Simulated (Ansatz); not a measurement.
Here is the system:

Ru3W (Cu3Au type, Pm-3m), a = 3.817 Å, b = 3.817 Å, c = 3.817 Å, α = 90.00°, β = 90.00°, γ = 90.00°.

This is the PBEsol-relaxed structure.

**Question.** All from the program Ansatz at the PBEsol level (PAW), unless another level is named. Give the density of states at the Fermi level.

**Answer.** 0.91 states/eV per atom (mean over ±0.08 eV).

**Question.** Next, the formation energy from the elements (no fitted shifts)?

**Answer.** -0.026 eV/atom.

The cell is a constructed one: a structure type filled with these elements; neither database checked (COD, Materials Project) lists it. Whether it is the stable phase at ambient conditions was not checked. The cell was relaxed with PBEsol under the symmetry of its start; whether a distortion lowers the energy is not shown. The run is not spin-polarised. The references are the lowest solids computed at this level, not always the standard phases. Scalar-relativistic: spin–orbit coupling is off unless named, which matters more the heavier the elements.

Potentials: the earlier of the program's two PAW sets. The files were generated under PBE; for other functionals the program regenerates the frozen cores, and for LDA and PBEsol the local potential too.
